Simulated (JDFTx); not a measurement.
W(100) slab cut from bulk W (space group Im-3m, indices of the conventional cell, lattice of the Materials Project entry mp-91, not re-optimised): 5 atoms in 5 planes, a (1×1) cell of 10.05 Å² (|a| = 3.170, |b| = 3.170 Å), 6.1 Å between the outermost planes, cell height 25.3 Å, 8×8×1 k mesh, Fermi smearing 0.01 Ha, no spin polarisation.

Adsorbate: CH on both faces at 1.00 monolayer, started bridge and relaxed in vacuum, keeping the symmetry of the start.

Computed with JDFTx (a modified build): PBE, GBRV ultrasoft potentials, plane waves to 20/100 Ha. The adsorption energy per CH is [E(slab + 2 CH) − E(slab)]/2 − (E(CH4) − 3/2 E(H2)), with the gas molecules relaxed at the same level and slab energies taken as (E + F)/2, the usual estimate of zero smearing. In reaction energies these potentials put H₂ about 0.03 eV too high against large-basis PBE. No zero-point energy or vibrational entropy is included. Reconstruction of the substrate beyond this cell is outside the model.

Task: Predict the adsorption energy and the geometry, and the change of the work function.

Result: 1.41 eV. C sits 1.28 Å above the highest substrate atom, bound to 2 W at 2.04 Å; C–H is 1.10 Å. The work function goes from 4.18 to 4.09 eV. In CANDLE, water, 1 M NaF, at zero charge, the adsorption energy is 1.41 eV and the potential of zero charge moves from -0.75 to -0.46 V vs SHE (4.44 V convention).
